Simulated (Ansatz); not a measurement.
# Nuclear-site quantities of SnO as the cell is scaled

```xyz
4
Lattice="3.8020 0.0000 0.0000 0.0000 3.8020 0.0000 0.0000 0.0000 4.8360" Properties=species:S:1:pos:R:3 pbc="T T T"
Sn    0.0000    1.9010    1.1534
Sn    1.9010    0.0000    3.6826
O     0.0000    0.0000    0.0000
O     1.9010    1.9010    0.0000
```

Atom numbers follow the list: Sn1, Sn2, O3, O4.

The conventional cell has a = 3.802 Å, b = 3.802 Å, c = 4.836 Å, α = 90.00°, β = 90.00°, γ = 90.00°. Around Sn (atom 1) lie 4 O at 2.22 Å. O (atom 3) has 4 Sn at 2.22 Å as nearest neighbours.

The cell comes from COD entry 9008956, which wasn't checked; take it as a given geometry.

Spin–orbit coupling is left out, though it moves levels of the heavy atoms by tenths of an eV or more.

Computed with DFT, LDA, all-electron PAW with datasets made for the crystal, scalar-relativistic (Ansatz 0.2.0).

Numerical set-up: a Γ-centred 6×6×5 k mesh, Fermi–Dirac smearing of 0.02 eV, cutoff 360 eV (chosen by the program for this cell), no spin polarisation.

The contact density is the mean electron density over the nuclear volume; its changes set Mössbauer isomer shifts. Changes below are taken from the unscaled cell, where it is 1.23138e+06 e/Å³ at Sn1, 2127.47 e/Å³ at O3.

Volumes at which the program chose other datasets or cutoffs are left out.

```json
{"V/V(cell)": "0.9600", "P (GPa)": "1.2", "Δρ(0) Sn1 (e/Å³)": "?", "Δρ(0) O3 (e/Å³)": "-0.18"}
{"V/V(cell)": "0.9800", "P (GPa)": "-0.9", "Δρ(0) Sn1 (e/Å³)": "-2.47", "Δρ(0) O3 (e/Å³)": "?"}
{"V/V(cell)": "0.9900", "P (GPa)": "-1.9", "Δρ(0) Sn1 (e/Å³)": "-1.17", "Δρ(0) O3 (e/Å³)": "?"}
{"V/V(cell)": "1.0000", "P (GPa)": "-2.9", "Δρ(0) Sn1 (e/Å³)": "0.00", "Δρ(0) O3 (e/Å³)": "0.00"}
{"V/V(cell)": "1.0100", "P (GPa)": "-3.7", "Δρ(0) Sn1 (e/Å³)": "1.08", "Δρ(0) O3 (e/Å³)": "0.05"}
```

**Question.** What belongs in the row "0.9900", column "Δρ(0) O3 (e/Å³)"?

**Answer.** -0.05.

**Question.** What belongs in the row "0.9800", column "Δρ(0) O3 (e/Å³)"?

**Answer.** -0.10.

**Question.** Fill in "Δρ(0) Sn1 (e/Å³)" for the row "0.9600".

**Answer.** -5.41.

The datasets are made afresh for each cell, so very small changes are uncertain.
